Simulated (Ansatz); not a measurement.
BN with oxygen replacing N: do the settings matter for the field gradients?

Cell: a supercell of BN (space group P6_3/mmc) built from an entry of the Crystallography Open Database (COD) (the entry's cell lengths or inner coordinates differ somewhat from later room-temperature determinations), with all atoms left at the host's positions.

Space group P-6m2 (No. 187); a = 7.4947, c = 6.6357 Å, γ = 120.00°.

| site | Wyckoff | site symmetry | x | y | z |
| --- | --- | --- | --- | --- | --- |
| B1 | 1a | -6m2 | 0.0000 | 0.0000 | 0.0000 |
| B2 | 6l | m.. | 0.0000 | 0.3333 | 0.0000 |
| B6 | 1c | -6m2 | 0.3333 | 0.6667 | 0.0000 |
| B8 | 1e | -6m2 | 0.6667 | 0.3333 | 0.0000 |
| B10 | 3k | mm2 | 0.1111 | 0.8889 | 0.5000 |
| B12 | 3k | mm2 | 0.1111 | 0.5556 | 0.5000 |
| B14 | 3k | mm2 | 0.4444 | 0.2222 | 0.5000 |
| O | 1b | -6m2 | 0.0000 | 0.0000 | 0.5000 |
| N20 | 6m | m.. | 0.0000 | 0.3333 | 0.5000 |
| N24 | 1d | -6m2 | 0.3333 | 0.6667 | 0.5000 |
| N26 | 1f | -6m2 | 0.6667 | 0.3333 | 0.5000 |
| N28 | 3j | mm2 | 0.1111 | 0.8889 | 0.0000 |
| N30 | 3j | mm2 | 0.1111 | 0.5556 | 0.0000 |
| N32 | 3j | mm2 | 0.4444 | 0.2222 | 0.0000 |

One atom of each set is listed.

Reference run. Computed with Ansatz: DFT, PBE, plane waves and PAW, scalar-relativistic, collinear spin, 420 eV cutoff, Γ-centred 3×3×3 k-points, Fermi–Dirac smearing 0.01 eV. Start moments as typed (μB): 1 on each O, none on the rest.

Question: The input is changed as follows: `kpoints.mp_grid.grid`: [3, 3, 3] → [1, 1, 1]; `scf.max_iter`: not typed → 80. What happens to V_zz (10²¹ V/m²) and η?

Answer: 

| site | V_zz reference | η reference | V_zz changed | η changed |
| --- | --- | --- | --- | --- |
| B1 | 2.68 | 0.00 | 2.90 | 0.00 |
| B2 | 2.71 | 0.02 | 2.96 | 0.02 |
| B6 | 2.67 | 0.00 | 3.00 | 0.00 |
| B8 | 2.74 | 0.00 | 2.99 | 0.00 |
| B10 | -1.94 | 0.43 | -1.90 | 0.27 |
| B12 | 2.39 | 0.06 | 2.17 | 0.08 |
| O | -8.18 | 0.00 | -7.61 | 0.00 |
| N20 | 0.88 | 0.18 | 0.81 | 0.29 |
| N24 | -0.24 | 0.00 | 0.33 | 0.00 |
| N26 | -0.13 | 0.00 | 0.33 | 0.00 |
| N30 | -0.14 | 0.57 | -0.32 | 0.14 |
| N32 | -0.11 | 0.12 | -0.31 | 0.02 |

The largest change of V_zz along a kept axis is on O, from -8.18 to -7.61. In per cent, |V_zz| changes by -9 to +12 on B, -7 on O (all sites that start above 2). Where |V_zz| stays above 0.1 and the axes keep their order, η moves most on N30, from 0.57 to 0.14. On N20 V_xx and V_yy change places (or their axes turn by over 50°), so the two values of η hide a larger change. V_zz changes sign on N24 (same axis), N26 (same axis). On N28 (not in the table) the largest principal value lies along another axis in the second run, so the two V_zz can't be compared directly. The table leaves out 2 of the 14 sites, with |V_zz| up to 2.37; their tensors move by 0.17 at most along any direction. The statements above cover all sites. The absolute magnetisation of the cell goes from 0.7 to 1.4 μB. SCF iterations: 20 and 13. New warnings: stability check not made. The changed input holds the Γ point alone as its k-mesh, so its numbers aren't properties of the crystal.

On the reference run: The defect repeats with the cell of 36 atoms, so it feels its images: sites between two images don't show the values beside a lone defect, and zeros or small values of η there can come from the images' arrangement. B and N carry a gradient in the pure host already, so the values there aren't the defect's effect alone. The defect cell has no gap above 0.1 eV on its mesh, so the values can hang on the smearing and the k-mesh. The run lost most of its start moments on O; a state with other moments may lie lower. The neighbours have not yet relaxed around the defect (largest force 2.3 eV/Å), so a real crystal will differ.
